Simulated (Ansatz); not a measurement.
## Na3BiO3 — ²³Na NMR of the central transition

Cell: a computed structure from the Materials Project (it need not be an observed phase).

```cif
data_Na3BiO3
_symmetry_space_group_name_H-M 'I-43m'
_symmetry_Int_Tables_number 217
_cell_length_a 9.5927
_cell_length_b 9.5927
_cell_length_c 9.5927
_cell_angle_alpha 90.000
_cell_angle_beta 90.000
_cell_angle_gamma 90.000
loop_
_atom_site_label
_atom_site_type_symbol
_atom_site_symmetry_multiplicity
_atom_site_Wyckoff_symbol
_atom_site_fract_x
_atom_site_fract_y
_atom_site_fract_z
Na Na 24 g 0.5980 0.1232 0.1232
Bi Bi 8 c 0.3582 0.6418 0.3582
O O 24 g 0.1282 0.3574 0.1282
```

One atom of each set is listed; the run and its k-mesh use a cell of 28 atoms with edges of 8.31, 8.31, 8.31 Å.

The numbers come from a DFT calculation in Ansatz (PBE, plane waves and PAW, scalar-relativistic, 420 eV cutoff, Γ-centred 4×4×4 k-points, Fermi–Dirac smearing 0.02 eV).

²³Na has I = 3/2 and Q = 104.0 mb (Pyykkö 2018); at 7.05 T its Larmor frequency is ν₀ = 79.4 MHz. Only the quadrupole interaction is simulated: positions count from each site's isotropic chemical shift, and J coupling is left out, as are shift anisotropy and dipolar coupling, which fast spinning averages.

Simulated pattern of one Na site (fast magic-angle spinning, Gaussian broadening 0.2 kHz):

(offset (kHz), height): (-6.302, 0), (-6.098, 2), (-5.893, 7), (-5.689, 8), (-5.484, 9), (-5.280, 9), (-5.075, 9), (-4.871, 10), (-4.666, 11), (-4.462, 25), (-4.257, 35), (-4.053, 39), (-3.848, 44), (-3.644, 53), (-3.439, 84), (-3.235, 94), (-3.030, 74), (-2.826, 67), (-2.621, 64), (-2.417, 64), (-2.212, 66), (-2.008, 72), (-1.804, 85), (-1.599, 100), (-1.395, 79), (-1.190, 65), (-0.986, 58), (-0.781, 53), (-0.577, 49), (-0.372, 33), (-0.168, 4), (0.037, 0)

Question: Which |C_Q| and η does the pattern imply?

Answer: The pattern spans 5.70 kHz before broadening and its centre of gravity is at -2.46 kHz, which fixes P_Q; the places of the horns and steps fix η. That gives P_Q = 2.80 MHz, |C_Q| = 2.73 MHz and η = 0.39. The sign of C_Q can't be read from the pattern.

At Na V_zz points along its shortest bond, to O (within 11°).

The run took 89 s of wall time (89 s of CPU time) and 0.94 GiB at its peak, on 1 thread of Arm Neoverse V1 (aarch64; 8 cores open to the job, memory cap 2.5 GiB, no GPU), a shared host with a load of 0.4 a core.
